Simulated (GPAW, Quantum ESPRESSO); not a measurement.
Given: the input of a run of Quantum ESPRESSO 7.5 (ASE script) on Ca3AsP. The cell comes from a database or a generator and needn't be the stable form of this composition.

run.py

```python
import numpy as np
from ase.calculators.espresso import Espresso, EspressoProfile
from ase.io import read

atoms = read('Ca3AsP.cif')

input_data = {
    'control': {'calculation': 'scf', 'prefix': 'pwscf', 'outdir': './tmp', 'tprnfor': True, 'tstress': True, 'disk_io': 'nowf'},
    'system': {'ecutwfc': 55.0, 'ecutrho': 440.0, 'nbnd': 28, 'occupations': 'smearing', 'smearing': 'fd', 'degauss': 0.00367493},
    'electrons': {'conv_thr': 1e-09, 'electron_maxstep': 120, 'mixing_beta': 0.5},
}
pseudopotentials = {'As': 'As.pbe-n-rrkjus_psl.0.2.UPF', 'P': 'P.pbe-n-rrkjus_psl.1.0.0.UPF', 'Ca': 'Ca_pbe_v1.uspp.F.UPF'}
profile = EspressoProfile(command='pw.x', pseudo_dir='pseudo')
dft = Espresso(profile=profile, input_data=input_data, pseudopotentials=pseudopotentials, kpts=(5, 5, 5), koffset=(0, 0, 0))
atoms.calc = dft

print(f'energy {atoms.get_potential_energy():.8f} eV')
print('forces (eV/A)')
print(np.round(atoms.get_forces(), 6))
print('stress (eV/A^3, Voigt)')
print(np.round(atoms.get_stress(), 8))
print(f'Fermi level {dft.get_fermi_level():.4f} eV')
```

The input Ca3AsP.cif:

```cif
data_Ca3AsP
_cell_length_a 5.33389900
_cell_length_b 5.33389900
_cell_length_c 5.33389900
_cell_angle_alpha 90.00000000
_cell_angle_beta 90.00000000
_cell_angle_gamma 90.00000000
_space_group_name_H-M_alt 'P1'
_space_group_name_Hall 'P 1'
_space_group_IT_number 1
loop_
_space_group_symop_operation_xyz
'x,y,z'
loop_
_atom_site_label
_atom_site_type_symbol
_atom_site_symmetry_multiplicity
_atom_site_Wyckoff_symbol
_atom_site_fract_x
_atom_site_fract_y
_atom_site_fract_z
_atom_site_occupancy
As1 As 1 a 0.0000000000 0.0000000000 0.0000000000 1
Ca1 Ca 1 a 0.5000000000 0.5000000000 0.0000000000 1
Ca2 Ca 1 a 0.5000000000 0.0000000000 0.5000000000 1
Ca3 Ca 1 a 0.0000000000 0.5000000000 0.5000000000 1
P1 P 1 a 0.5000000000 0.5000000000 0.5000000000 1
```

Potentials or basis: SSSP 1.3 efficiency PBE.

The run is started by

```console
$ OMP_NUM_THREADS=1 python run.py
```

What does the same run look like in GPAW 26.7.0? Potentials or basis there: GPAW PAW data sets (gpaw-data 1.2.1), cutoff 600 eV.

As run (cutoffs and basis follow the program's own potentials, and thresholds, step limits or extra output files can differ):

Ca3AsP.xyz

```xyz
5
Lattice="5.3338990000 0.0000000000 0.0000000000 0.0000000000 5.3338990000 0.0000000000 0.0000000000 0.0000000000 5.3338990000" Properties=species:S:1:pos:R:3 pbc="T T T"
As     0.0000000000      0.0000000000      0.0000000000
Ca     2.6669495000      2.6669495000      0.0000000000
Ca     2.6669495000      0.0000000000      2.6669495000
Ca     0.0000000000      2.6669495000      2.6669495000
P      2.6669495000      2.6669495000      2.6669495000
```

Potentials or basis: GPAW PAW data sets (gpaw-data 1.2.1), pw.

Command:

```console
$ OMP_NUM_THREADS=1 gpaw run Ca3AsP.xyz -p 'mode=PW(600),xc=PBE,kpts={size:(5,5,5),gamma:True},occupations={name:fermi-dirac,width:0.05},nbands=34,convergence={density:1e-05,energy:1e-05},maxiter=150,txt=gpaw.txt' --properties efs -w gs.gpw
```

Both were run:

|  | Quantum ESPRESSO | GPAW |
| --- | --- | --- |
| Pressure | -0.1 GPa | 0.1 GPa |

Pressure is positive in compression.
